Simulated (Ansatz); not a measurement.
HfO2:
```xyz
12
Lattice="5.1142 0.0000 0.0000 0.0000 5.1819 0.0000 -0.8708 0.0000 5.2238" Properties=species:S:1:pos:R:3 pbc="T T T"
Hf     0.7958     2.3741     3.6998
Hf     3.4476     2.8078     1.5240
Hf     3.0122     4.9650     4.1359
Hf     1.2312     0.2169     1.0879
O      1.4390     3.8467     5.1114
O      2.8045     1.3352     0.1125
O      2.3691     1.2557     2.7244
O      1.8744     3.9262     2.4995
O      0.0587     1.7295     1.7971
O      4.1848     3.4524     3.4267
O      4.6201     4.3205     0.8148
O     -0.3767     0.8614     4.4090
```

Cartesian axes are those of the cell as given.

Problem. Give the high-frequency dielectric tensor and the Born effective charge tensors of the independent atoms from DFPT, the program Ansatz at the r²SCAN level (PAW).

Solution. 
ε∞:
```
4.62  0.00  0.13
0.00  4.64  0.00
0.13  0.00  4.37
```
Z* of atom 1 (Hf), rows: field, columns: displacement, in e:
```
 5.31   0.35   0.22
 0.14   5.31  -0.16
 0.23  -0.33   4.80
```
Z* of atom 5 (O), rows: field, columns: displacement, in e:
```
-2.38  -0.14   0.00
-0.19  -2.72  -0.35
-0.05  -0.41  -2.55
```
Z* of atom 9 (O), rows: field, columns: displacement, in e:
```
-2.93   1.06  -0.22
 1.26  -2.59  -0.65
-0.18  -0.66  -2.26
```

Static charges for comparison (Bader): Hf1 +2.73, O5 -1.39, O9 -1.34 e. Born charges measure polarisation by displacement and can exceed these by far.

Space group P2_1/c. Symmetry was held in the r²SCAN relaxation. The run is not spin-polarised. Scalar-relativistic: spin–orbit coupling is off unless named, which matters more the heavier the elements.

Potentials: the earlier of the program's two PAW sets. The files were generated under PBE; for other functionals the program regenerates the frozen cores, and for LDA and PBEsol the local potential too.
